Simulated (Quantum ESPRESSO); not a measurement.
In3MgO5F, one run as intended and one with a planted mistake

A calculation, not a measurement. The program is pw.x of Quantum ESPRESSO 7.5 (plane-wave density functional theory). The cell is made up: 10 atoms on a corundum lattice, with randomly drawn elements, strain and displacements, not relaxed. PseudoDojo standard norm-conserving files (v0.5 for PBE, v0.4.1 for LDA and PBEsol) set the functional; there is no spin polarisation, spin-orbit coupling or dispersion term, and the masses in the input are unused placeholders.

Intended input:

```
&control calculation='scf', pseudo_dir='./dojo.nc.sr.pbe.v0_5.standard.upf', outdir='./o', disk_io='medium', tprnfor=.true., tstress=.true. /
&system ibrav=0, nat=10, ntyp=4, nbnd=49, ecutwfc=84.00895049, nosym=.true., tot_charge=0,
 occupations='smearing', smearing='fd', degauss=0.0018374661
/
&electrons conv_thr=7.350e-09, electron_maxstep=60, /
ATOMIC_SPECIES
F 1.0 F.upf
In 1.0 In.upf
Mg 1.0 Mg.upf
O 1.0 O.upf
CELL_PARAMETERS angstrom
2.7716 1.6617 4.9316
-2.8991 1.6646 5.003
-0.0612 -3.3667 4.9805
ATOMIC_POSITIONS angstrom
In -0.0467 0.0263 5.244
In -0.0052 0.0002 2.202
Mg -0.1021 -0.0151 9.6304
In -0.1695 -0.0438 12.7107
O -1.1928 1.6364 8.7356
O -1.0394 -1.795 8.6723
F 1.839 0.1148 8.6821
O 1.04 -1.7179 6.2145
O 0.7573 1.8201 6.1777
O -2.0515 -0.1205 6.276
K_POINTS automatic
5 5 5 1 1 1
```

The log is shortened where brackets say so; the opening notice, blank lines, dates and the lines on written files are dropped, and the path of the files is cut. It prints rydbergs, bohrs and kilobars, and counts compression as positive stress.

Log of the intended run:

```
     Program PWSCF v.7.5
     Parallel version (MPI & OpenMP), running on       1 processor cores
     Number of MPI processes:                 1
     Threads/MPI process:                     1
     [start-up lines left out]
     bravais-lattice index     =            0
     lattice parameter (alat)  =      11.1420  a.u.
     unit-cell volume          =     956.7992 (a.u.)^3
     number of atoms/cell      =           10
     number of atomic types    =            4
     number of electrons       =        86.00
     number of Kohn-Sham states=           49
     kinetic-energy cutoff     =      84.0090  Ry
     charge density cutoff     =     336.0358  Ry
     scf convergence threshold =      7.3E-09
     mixing beta               =       0.7000
     number of iterations used =            8  plain     mixing
     Exchange-correlation= PBE
                           (   1   4   3   4   0   0   0)
     [axes and pseudopotential details left out]
   Cartesian axes
     site n.     atom                  positions (alat units)
         1        In     tau(   1) = (  -0.0079205   0.0044606   0.8894053  )
         2        In     tau(   2) = (  -0.0008819   0.0000339   0.3734688  )
         3        Mg     tau(   3) = (  -0.0173166  -0.0025610   1.6333580  )
         4        In     tau(   4) = (  -0.0287479  -0.0074287   2.1557903  )
         5        O      tau(   5) = (  -0.2023041   0.2775406   1.4815960  )
         6        O      tau(   6) = (  -0.1762868  -0.3044399   1.4708600  )
         7        F      tau(   7) = (   0.3119024   0.0194706   1.4725222  )
         8        O      tau(   8) = (   0.1763886  -0.2913634   1.0540064  )
         9        O      tau(   9) = (   0.1284414   0.3086969   1.0477650  )
        10        O      tau(  10) = (  -0.3479434  -0.0204373   1.0644371  )
     number of k points=    63  Fermi-Dirac smearing, width (Ry)=  0.0018
                       cart. coord. in units 2pi/alat
        k(    1) = (   0.0014936   0.0003120   0.1186125), wk =   0.0320000
        k(    2) = (   0.0023614  -0.2339250   0.1970508), wk =   0.0320000
     [further k points left out]
     Dense  grid:    99503 G-vectors     FFT dimensions: (  72,  72,  72)
     Estimated max dynamical RAM per process >     155.63 MB
     Initial potential from superposition of free atoms
     starting charge      85.9875, renormalised to      86.0000
     Starting wfcs are   56 randomized atomic wfcs
     total cpu time spent up to now is       49.8 secs
     per-process dynamical memory:    92.5 Mb
     Self-consistent Calculation
     iteration #  1     ecut=    84.01 Ry     beta= 0.70
     Davidson diagonalization with overlap
     ethr =  1.00E-02,  avg # of iterations =  2.4
     total cpu time spent up to now is      137.0 secs
     total energy              =    -731.06227772 Ry
     estimated scf accuracy    <       2.80629828 Ry
     iteration #  2     ecut=    84.01 Ry     beta= 0.70
     Davidson diagonalization with overlap
     ethr =  3.26E-03,  avg # of iterations =  3.1
     total cpu time spent up to now is      227.6 secs
     total energy              =    -731.55841783 Ry
     estimated scf accuracy    <       5.26010896 Ry
     [iterations 3 to 12 left out]
     iteration # 13     ecut=    84.01 Ry     beta= 0.70
     Davidson diagonalization with overlap
     ethr =  2.22E-11,  avg # of iterations =  4.8
     total cpu time spent up to now is     1328.2 secs
     total energy              =    -732.51089354 Ry
     estimated scf accuracy    <       0.00000002 Ry
     iteration # 14     ecut=    84.01 Ry     beta= 0.70
     Davidson diagonalization with overlap
     ethr =  2.22E-11,  avg # of iterations =  2.0
     total cpu time spent up to now is     1403.2 secs
     End of self-consistent calculation
     [lines on levels left out]
!    total energy              =    -732.51089354 Ry
     estimated scf accuracy    <          5.6E-09 Ry
     smearing contrib. (-TS)   =      -0.00000000 Ry
     internal energy E=F+TS    =    -732.51089354 Ry
     The total energy is F=E-TS. E is the sum of the following terms:
     one-electron contribution =    -254.90327104 Ry
     hartree contribution      =     184.03110494 Ry
     xc contribution           =    -189.04795844 Ry
     ewald contribution        =    -472.59076901 Ry
     convergence has been achieved in  14 iterations
     Forces acting on atoms (cartesian axes, Ry/au):
     atom    1 type  2   force =     0.01383984    0.03337061    0.06189616
     atom    2 type  2   force =     0.01464193    0.03673569   -0.05899328
     atom    3 type  3   force =    -0.03591582   -0.00466040    0.01683714
     atom    4 type  2   force =     0.01194395   -0.04286296   -0.03505625
     atom    5 type  4   force =    -0.03039427   -0.00163570    0.00015089
     atom    6 type  4   force =     0.03649133   -0.02585533    0.01804463
     atom    7 type  1   force =    -0.02460448   -0.00022385    0.01242079
     atom    8 type  4   force =     0.00517203    0.01748475   -0.00472662
     atom    9 type  4   force =     0.01469939    0.01079265    0.00111074
     atom   10 type  4   force =    -0.00587389   -0.02314545   -0.01168421
     Total force =     0.142799     Total SCF correction =     0.000077
     Computing stress (Cartesian axis) and pressure
          total   stress  (Ry/bohr**3)                   (kbar)     P=     -101.89
  -0.00085982   0.00011417   0.00000077         -126.48       16.80        0.11
   0.00011417  -0.00080365   0.00013530           16.80     -118.22       19.90
   0.00000077   0.00013530  -0.00041437            0.11       19.90      -60.96
     init_run     :     42.64s CPU     49.68s WALL (       1 calls)
     electrons    :   1302.01s CPU   1353.36s WALL (       1 calls)
     forces       :      9.20s CPU      9.39s WALL (       1 calls)
     stress       :     32.17s CPU     32.40s WALL (       1 calls)
     [timing details left out]
     PWSCF        :  23m 6.37s CPU  24m 5.54s WALL
     JOB DONE.
```

A second run has one planted mistake: two atoms have their elements exchanged. The input lines that differ, file-writing options aside:

```
- In -0.0052 0.0002 2.202
+ Mg -0.0052 0.0002 2.202
- Mg -0.1021 -0.0151 9.6304
+ In -0.1021 -0.0151 9.6304
```

Its log:

```
     Program PWSCF v.7.5
     Parallel version (MPI & OpenMP), running on       1 processor cores
     Number of MPI processes:                 1
     Threads/MPI process:                     1
     [start-up lines left out]
     bravais-lattice index     =            0
     lattice parameter (alat)  =      11.1420  a.u.
     unit-cell volume          =     956.7992 (a.u.)^3
     number of atoms/cell      =           10
     number of atomic types    =            4
     number of electrons       =        86.00
     number of Kohn-Sham states=           49
     kinetic-energy cutoff     =      84.0090  Ry
     charge density cutoff     =     336.0358  Ry
     scf convergence threshold =      7.3E-09
     mixing beta               =       0.7000
     number of iterations used =            8  plain     mixing
     Exchange-correlation= PBE
                           (   1   4   3   4   0   0   0)
     [axes and pseudopotential details left out]
   Cartesian axes
     site n.     atom                  positions (alat units)
         1        In     tau(   1) = (  -0.0079205   0.0044606   0.8894053  )
         2        Mg     tau(   2) = (  -0.0008819   0.0000339   0.3734688  )
         3        In     tau(   3) = (  -0.0173166  -0.0025610   1.6333580  )
         4        In     tau(   4) = (  -0.0287479  -0.0074287   2.1557903  )
         5        O      tau(   5) = (  -0.2023041   0.2775406   1.4815960  )
         6        O      tau(   6) = (  -0.1762868  -0.3044399   1.4708600  )
         7        F      tau(   7) = (   0.3119024   0.0194706   1.4725222  )
         8        O      tau(   8) = (   0.1763886  -0.2913634   1.0540064  )
         9        O      tau(   9) = (   0.1284414   0.3086969   1.0477650  )
        10        O      tau(  10) = (  -0.3479434  -0.0204373   1.0644371  )
     number of k points=    63  Fermi-Dirac smearing, width (Ry)=  0.0018
                       cart. coord. in units 2pi/alat
        k(    1) = (   0.0014936   0.0003120   0.1186125), wk =   0.0320000
        k(    2) = (   0.0023614  -0.2339250   0.1970508), wk =   0.0320000
     [further k points left out]
     Dense  grid:    99503 G-vectors     FFT dimensions: (  72,  72,  72)
     Estimated max dynamical RAM per process >     155.63 MB
     Initial potential from superposition of free atoms
     starting charge      85.9875, renormalised to      86.0000
     Starting wfcs are   56 randomized atomic wfcs
     total cpu time spent up to now is       57.4 secs
     per-process dynamical memory:    92.5 Mb
     Self-consistent Calculation
     iteration #  1     ecut=    84.01 Ry     beta= 0.70
     Davidson diagonalization with overlap
     ethr =  1.00E-02,  avg # of iterations =  2.5
     total cpu time spent up to now is      202.9 secs
     total energy              =    -731.02537948 Ry
     estimated scf accuracy    <       2.84170150 Ry
     iteration #  2     ecut=    84.01 Ry     beta= 0.70
     Davidson diagonalization with overlap
     ethr =  3.30E-03,  avg # of iterations =  3.0
     total cpu time spent up to now is      410.5 secs
     total energy              =    -731.49619963 Ry
     estimated scf accuracy    <       5.45615626 Ry
     [iterations 3 to 12 left out]
     iteration # 13     ecut=    84.01 Ry     beta= 0.70
     Davidson diagonalization with overlap
     ethr =  2.34E-11,  avg # of iterations =  4.5
     total cpu time spent up to now is     1629.0 secs
     total energy              =    -732.49202836 Ry
     estimated scf accuracy    <       0.00000002 Ry
     iteration # 14     ecut=    84.01 Ry     beta= 0.70
     Davidson diagonalization with overlap
     ethr =  2.27E-11,  avg # of iterations =  2.0
     total cpu time spent up to now is     1734.7 secs
     End of self-consistent calculation
     [lines on levels left out]
!    total energy              =    -732.49202836 Ry
     estimated scf accuracy    <          5.3E-09 Ry
     smearing contrib. (-TS)   =      -0.00000000 Ry
     internal energy E=F+TS    =    -732.49202836 Ry
     The total energy is F=E-TS. E is the sum of the following terms:
     one-electron contribution =    -255.30790371 Ry
     hartree contribution      =     184.22402062 Ry
     xc contribution           =    -189.05286348 Ry
     ewald contribution        =    -472.35528180 Ry
     convergence has been achieved in  14 iterations
     Forces acting on atoms (cartesian axes, Ry/au):
     atom    1 type  2   force =     0.01346266    0.03310942    0.06832027
     atom    2 type  3   force =     0.01482793    0.02270658   -0.04630115
     atom    3 type  2   force =    -0.07132800   -0.00835651    0.04743722
     atom    4 type  2   force =     0.01033714   -0.04350602   -0.04057879
     atom    5 type  4   force =    -0.03391852    0.00392330   -0.00930364
     atom    6 type  4   force =     0.03857256   -0.02692757    0.01430668
     atom    7 type  1   force =     0.01505916    0.01431143   -0.01744129
     atom    8 type  4   force =    -0.00103493    0.01311313    0.00046182
     atom    9 type  4   force =     0.01702417    0.01098014   -0.00183360
     atom   10 type  4   force =    -0.00300217   -0.01935389   -0.01506751
     Total force =     0.159630     Total SCF correction =     0.000092
     Computing stress (Cartesian axis) and pressure
          total   stress  (Ry/bohr**3)                   (kbar)     P=      -98.90
  -0.00071605   0.00005856  -0.00003742         -105.33        8.61       -5.50
   0.00005856  -0.00085200   0.00016535            8.61     -125.33       24.32
  -0.00003742   0.00016535  -0.00044890           -5.50       24.32      -66.04
     init_run     :     53.49s CPU     57.30s WALL (       1 calls)
     electrons    :   1613.77s CPU   1677.37s WALL (       1 calls)
     forces       :     10.31s CPU     10.58s WALL (       1 calls)
     stress       :     41.26s CPU     42.28s WALL (       1 calls)
     [timing details left out]
     PWSCF        :  28m39.28s CPU  29m48.70s WALL
     JOB DONE.
```

```
                                            intended run  run with the mistake
                          free energy (eV)     -9966.318             -9966.062
                    smearing term -TS (eV)        0.0000                0.0000
                            pressure (GPa)        -10.19                 -9.89
            largest force component (eV/Å)         1.591                 1.834
largest change of a force component (eV/Å)                               1.020
                                iterations            14                    14
```

For scale, a rerun of the intended cell at a cutoff of 1437 eV and k mesh 7 x 7 x 7 moved values by no more than 0.003 eV in energy, 0.03 GPa in stress and 0.002 eV/Å in force.